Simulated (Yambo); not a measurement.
G0W0@LDA for KTaO3 (cubic perovskite, space group Pm-3m, No. 221) in Yambo. Reference settings: 4×4×4 Γ-centred k mesh, bands 2 to 123 and a 8 Ry block in the screening, 123 bands in G with the Bruneval-Gonze terminator, plasmon pole fitted at 27.2 eV. The LDA gap R → Γ on this mesh is 2.08 eV; G0W0 gaps are taken between the same points.

With and without the terminator, as bands are cut:

```csv
bands in G (in W),"gap, terminator (eV)","gap, none (eV)","valence shift, terminator (eV)","valence shift, none (eV)"
35 (35),4.100,4.245,-0.220,0.201
50 (50),3.906,3.982,-0.284,0.112
70 (70),3.812,3.846,-0.388,-0.045
97 (97),3.756,3.758,-0.457,-0.185
123 (123),3.721,3.703,-0.491,-0.273
```

Over this range the gap spans 0.379 eV with the terminator and 0.542 eV without, the valence shift 0.271 eV and 0.474 eV. Neither column has reached its limit for certain.

Spin-orbit coupling is not included.

Geometry of the Materials Project entry, not relaxed at this level; primitive cell a = b = c = 3.995 Å, α = β = γ = 90.00°.

A shift is the quasiparticle energy of the state minus its LDA energy.
